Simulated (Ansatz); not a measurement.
CaGaGeH (space group P3m1)

```xyz
4
Lattice="4.1018 0.0000 0.0000 -2.0509 3.5522 0.0000 0.0000 0.0000 4.6546" Properties=species:S:1:pos:R:3 pbc="T T T"
Ca     0.0000     2.3682     4.6406
Ga     0.0000     0.0000     2.6190
Ge     2.0509     1.1841     1.9716
H      0.0000     0.0000     4.3547
```

The slice is a (0001) plane (indices of the conventional cell) through the point (0.000, 0.000, 0.936) (fractional), spanned by u = [110] and v = [1 -1 0] in vectors of this cell: u (4.10 Å) and v (7.10 Å, at 90° to u). It covers one period; positions are fractions (u, v).

Level of theory: PBEsol (plane waves to 420 eV, PAW, scalar-relativistic; Ansatz, a program for electronic structure). k mesh 9×9×7. Inside the PAW spheres the values are not all-electron values, and peaks at nuclei hang on which shells count as valence. CaGaGeH was relaxed with its symmetry unable to fall.

**Question.** Predict the map of the electrostatic potential energy of an electron, from the cell's mean on the slice.

**Answer.** 
| v \ u | 0.00 | 0.12 | 0.25 | 0.38 | 0.50 | 0.62 | 0.75 | 0.88 |
|---|---|---|---|---|---|---|---|---|
| 0.86 | 6.8 | 5.2 | <0.0 | x | x | x | <0.0 | 5.2 |
| 0.71 | 7.9 | 6.9 | 3.2 | <0.0 | <0.0 | <0.0 | 3.2 | 6.9 |
| 0.57 | 6.5 | 6.8 | 7.0 | 5.2 | x | 5.2 | 7.0 | 6.8 |
| 0.43 | <0.0 | <0.0 | 1.6 | 4.3 | x | 4.4 | 1.6 | <0.0 |
| 0.29 | x | x | <0.0 | 5.7 | 7.4 | 5.7 | <0.0 | x |
| 0.14 | 3.2 | 4.4 | 6.4 | 7.7 | 8.1 | 7.7 | 6.4 | 4.4 |
| 0.00 | x | x | 5.2 | 2.7 | 0.9 | 2.7 | 5.2 | x |

Values: electrostatic potential energy of an electron, from the cell's mean, in eV. Points within 0.7 Å of a nucleus are blanked (x), as the pseudised field means little there. Values under 0 eV are set to 0. The zero, the cell's mean, hangs on the PAW cores.
